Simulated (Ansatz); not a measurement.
# Where the states of Si2W lie

```cif
data_structure
_symmetry_space_group_name_H-M 'P 1'
_symmetry_Int_Tables_number 1
_cell_length_a 4.5150
_cell_length_b 4.5150
_cell_length_c 4.5150
_cell_angle_alpha 138.290
_cell_angle_beta 138.290
_cell_angle_gamma 60.459
_cell_volume 40.32
loop_
_atom_site_label
_atom_site_type_symbol
_atom_site_fract_x
_atom_site_fract_y
_atom_site_fract_z
_atom_site_occupancy
Si1 Si 0.33499 0.33499 0.00000 1
Si2 Si 0.66501 0.66501 0.00000 1
W1 W 0.00000 0.00000 0.00000 1
```

The runs use the primitive cell with vectors (-1.607, 1.607, 3.901), (1.607, -1.607, 3.901), (1.607, 1.607, -3.901) Å, to which the k mesh refers.

Conventional cell: a = 3.215 Å, b = 3.215 Å, c = 7.802 Å, α = 90.00°, β = 90.00°, γ = 90.00°. Around Si (atom 1) lie 5 Si at 2.57 to 2.63 Å and 5 W at 2.61 Å. W (atom 3) is surrounded by 10 Si at 2.61 Å.

Structure from Materials Project entry mp-1620 (possibly hypothetical), not relaxed further.

Spin–orbit coupling is left out, though it moves levels of the heavy atoms by tenths of an eV or more.

Theory: Ansatz 0.2.0, DFT, PBEsol, all-electron LAPW, scalar-relativistic.

Sampling and basis: a Γ-centred 18×18×18 k mesh, Fermi–Dirac smearing of 0.05 eV, basis error target 1 meV/atom, no spin polarisation.

Which of the resolved shells contributes most within 0.3 eV of the Fermi level?

W 5d, with 68 % of all states there; Si 3p follows with 27 %.

Where is the centre of the filled W 5d states between -14 eV and the top of the filled states?

-3.59 eV from the Fermi level.

Tabulate the density of states.

States per eV and cell, averaged over 0.4 eV, from -5.8 to 3.6 eV, with energies (bin centres) from the Fermi level; empty bins are left out. The partial columns, the largest 5 alone, are projections on Löwdin-orthogonalised atomic shells (those that the program's projection atoms carry: the occupied ones and, for some elements, an empty d or f shell; other empty shells have no column), summed over atoms of an element. Weights on diffuse s and p shells depend on that basis and aren't pure angular character.
```
E (eV)  total  W 5d  Si 3p  Si 3s  W 6s  W 5p
  -5.7   1.09  0.30   0.64   0.08  0.05  0.01
  -5.3   0.73  0.20   0.37   0.11  0.02  0.01
  -4.9   0.89  0.27   0.42   0.13  0.04  0.01
  -4.5   1.33  0.51   0.53   0.18  0.08  0.01
  -4.1   1.44  0.64   0.51   0.17  0.07  0.01
  -3.7   1.33  0.63   0.47   0.14  0.05  0.01
  -3.3   1.85  0.94   0.63   0.17  0.05  0.01
  -2.9   3.06  1.73   1.07   0.15  0.03  0.02
  -2.5   4.63  2.43   1.86   0.16  0.02  0.03
  -2.1   2.13  1.07   0.89   0.08  0.01  0.01
  -1.7   1.22  0.68   0.45   0.05  0.00  0.00
  -1.3   0.89  0.59   0.23   0.04  0.00  0.00
  -0.9   0.79  0.60   0.14   0.02  0.00  0.00
  -0.5   0.81  0.68   0.09   0.01  0.00  0.00
  -0.1   0.26  0.18   0.07   0.00  0.00  0.00
   0.3   0.37  0.21   0.10   0.05  0.00  0.00
   0.7   0.67  0.32   0.20   0.12  0.00  0.00
   1.1   0.88  0.43   0.27   0.12  0.01  0.00
   1.5   1.31  0.61   0.38   0.20  0.03  0.00
   1.9   1.80  0.84   0.45   0.26  0.09  0.00
   2.3   2.38  1.14   0.59   0.36  0.10  0.00
   2.7   2.47  1.14   0.61   0.36  0.16  0.00
   3.1   1.98  0.83   0.44   0.22  0.26  0.00
   3.5   1.57  0.49   0.39   0.20  0.21  0.00
```
